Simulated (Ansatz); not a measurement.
C in space group Ibam (No. 72; C on 8j, C on 4a), r²SCAN in the plane-wave PAW code Ansatz. The conduction-band minimum lies on the Γ–X line, 86 % of the way from Γ, with 2 equivalent valleys. Second derivatives d²E/dk² of the lowest band at one valley (eV·Å²), along Cartesian directions:

```tsv
direction	d²E/dk²
[100]	13.94
[010]	6.661
[001]	1.006
[110]	10.29
[101]	7.474
[011]	3.830
```

Problem. Find the principal effective masses, the density-of-states mass and the conductivity mass.

Solution. Off-diagonal terms follow from H_xy = H[110] − (H_xx + H_yy)/2, and m*/mₑ = 7.620 eV·Å² over each eigenvalue: 0.55, 1.1, 7.6. One valley's DOS mass (m₁m₂m₃)^(1/3) = 1.7, conductivity mass 3/(Σ 1/mᵢ) = 1.1 mₑ.

Problem. What effective density of states Nc follows at 300 K for parabolic valleys?

Solution. Nc = 2.509e19 × 2 × (1.7)^(3/2) ≈ 1.1e20 cm⁻³.

The start of the workflow was typed in or built on a structure type; neither database checked (COD, Materials Project) lists it. It is not the phase usual at ambient conditions (space group No. 194, 227). The r²SCAN relaxation kept the symmetry of its start; its stability against distortions is not shown here. The volume moved by 19 % from the start of the relaxation.

Potentials: the earlier of the program's two PAW sets.

Edges and masses are those of Kohn–Sham bands, whose gap is no quasiparticle gap.
